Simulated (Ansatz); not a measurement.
FeO (rock salt)

```xyz
2
Lattice="0.0000 2.1545 2.1545 2.1545 0.0000 2.1545 2.1545 2.1545 0.0000" Properties=species:S:1:pos:R:3 pbc="T T T"
O      0.0000     0.0000     0.0000
Fe     2.1545     2.1545     2.1545
```

The slice is a {100} plane (indices of the conventional cell) through the point (0.000, 0.000, 0.000) (fractional), spanned by u = [100] and v = [0 1 -1] in vectors of this cell: u (3.05 Å) and v (3.05 Å, at 90° to u). It covers one period; positions are fractions (u, v).

Calculation: PBE (plane waves to 420 eV, PAW, scalar-relativistic; Ansatz, a quantum-chemistry and plane-wave program). k mesh 19×19×19. Inside the PAW spheres the values are not all-electron values, and peaks at nuclei hang on which shells count as valence. FeO is run spin-polarised and with no Hubbard U; the real compound is an antiferromagnetic insulator, a state that this run doesn't describe. FeO was relaxed with its symmetry unable to fall. Relaxed FeO ends ferromagnetic. The magnetic order is the one the run started from; other orders were not tried.

Task: What is the ELF at the midpoint of the shortest O–Fe line in this plane (2.15 Å)?

Result: 0.13.

Task: What is the valence density on the shortest O–Fe line in this plane (2.15 Å), at its midpoint?

Result: 0.40 e/Å³.

Task: Predict the map of the electron localisation function (ELF) on the slice.

Result: 
```
v \ u  0.00  0.12  0.25  0.38  0.50  0.62  0.75  0.88
-----  ----  ----  ----  ----  ----  ----  ----  ----
0.88      x  0.81  0.63  0.13  0.09  0.13  0.63  0.81
0.75   0.76  0.63  0.13  0.16  0.29  0.16  0.13  0.63
0.62   0.25  0.13  0.16  0.51     x  0.51  0.16  0.13
0.50   0.10  0.09  0.29     x     x     x  0.29  0.09
0.38   0.25  0.13  0.16  0.51     x  0.51  0.16  0.13
0.25   0.76  0.63  0.13  0.16  0.29  0.16  0.13  0.63
0.12      x  0.81  0.63  0.13  0.09  0.13  0.63  0.81
0.00      x     x  0.76  0.25  0.10  0.25  0.76     x
```

Values: electron localisation function (ELF). Points within 0.4 Å of a nucleus are blanked (x), as the pseudised field means little there.
